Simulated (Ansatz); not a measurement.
MoSe2:
```yaml
crystal:
  lattice:
    - [3.27697, 0.00000, 0.00000]
    - [-1.63848, 2.83794, 0.00000]
    - [0.00000, 0.00000, 12.73538]
  atoms:
    - { symbol: Se, position: [0.33333, 0.66667, 0.61856] }
    - { symbol: Se, position: [0.66667, 0.33333, 0.11856] }
    - { symbol: Se, position: [0.33333, 0.66667, 0.88144] }
    - { symbol: Se, position: [0.66667, 0.33333, 0.38144] }
    - { symbol: Mo, position: [0.33333, 0.66667, 0.25000] }
    - { symbol: Mo, position: [0.66667, 0.33333, 0.75000] }
```

Relaxed with PBE+D3(BJ). Special points in fractions of this cell's reciprocal vectors: Γ (0.000, 0.000, 0.000); M (0.500, 0.000, 0.000); K (0.333, 0.333, 0.000); A (0.000, 0.000, 0.500); L (0.500, 0.000, 0.500); H (0.333, 0.333, 0.500).

Problem. List the band energies nearest the valence-band maximum at these points for PBE+D3(BJ) (plane waves, PAW; program Ansatz).

Solution. In eV from the valence-band maximum; about four levels below and three above (degenerate sets whole), none deeper than 8.9 eV; points with the same levels are listed once.

```
k                                below                above
-  -----------------------------------  -------------------
Γ         -1.48 -1.48 -1.19 -0.69 0.00  2.47 2.47 2.56 2.56
M              -1.24 -1.19 -1.12 -0.87       1.56 1.61 1.79
K              -2.39 -2.39 -0.53 -0.29       1.17 1.17 1.51
A  -1.51 -1.51 -1.51 -1.51 -0.16 -0.16  2.48 2.48 2.48 2.48
L              -1.17 -1.17 -1.03 -1.03  1.58 1.58 2.00 2.00
H              -2.63 -2.63 -0.43 -0.43  1.18 1.18 2.06 2.06
```

Space group P6_3/mmc. The PBE+D3(BJ) relaxation kept the symmetry of its start; phonons on a q-mesh show no instability. No spin polarisation was allowed. Scalar-relativistic: spin–orbit coupling is off unless named, which matters more the heavier the elements.

Potentials: the later of the program's two PAW sets.
